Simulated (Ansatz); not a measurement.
# Zn3Cd2Se5: rattling a relaxed structure

The cell was found from a structure generator's guess, not taken from experiment.

All numbers below come from DFT PBE, scalar-relativistic, plane waves, PAW in Ansatz 0.2.0. Cutoff 420 eV; k points 10×10×10 on the computed 10-atom cell (Γ-centred); Gaussian smearing, width 0.02 eV; no spin polarisation.

The cell below (10 atoms, space group I-4m2 (No. 119)) is relaxed within its symmetry.

```
CELL_PARAMETERS angstrom
-2.08210 2.08210 14.91978
2.08210 -2.08210 14.91978
2.08210 2.08210 -14.91978
ATOMIC_POSITIONS crystal
Zn 0.90695 0.90695 0.00000
Zn 0.50000 0.50000 0.00000
Zn 0.09305 0.09305 0.00000
Cd 0.69479 0.69479 0.00000
Cd 0.30521 0.30521 0.00000
Se 0.45352 0.95352 0.50000
Se 0.04648 0.54648 0.50000
Se 0.63923 0.13923 0.50000
Se 0.25000 0.75000 0.50000
Se 0.86077 0.36077 0.50000
```

For the test it was strained at random (σ = 1.5 % a component), the atoms were moved at random (σ = 0.15 Å), and all was relaxed again on a coarse 4×4×4 mesh (in the run’s order of axes) with 0.10 eV smearing, with no symmetry imposed.

Problem. Is the structure stable against such a distortion?

Solution. It returns, within 1 meV/atom of the unmoved cell on that mesh and with the same symmetry when read at 0.1 Å (Cm at 0.01 Å, so small strains and shifts remain). So it is stable against the distortions that fit this cell and that this random move excites. Modes that don't fit the cell aren't tested.
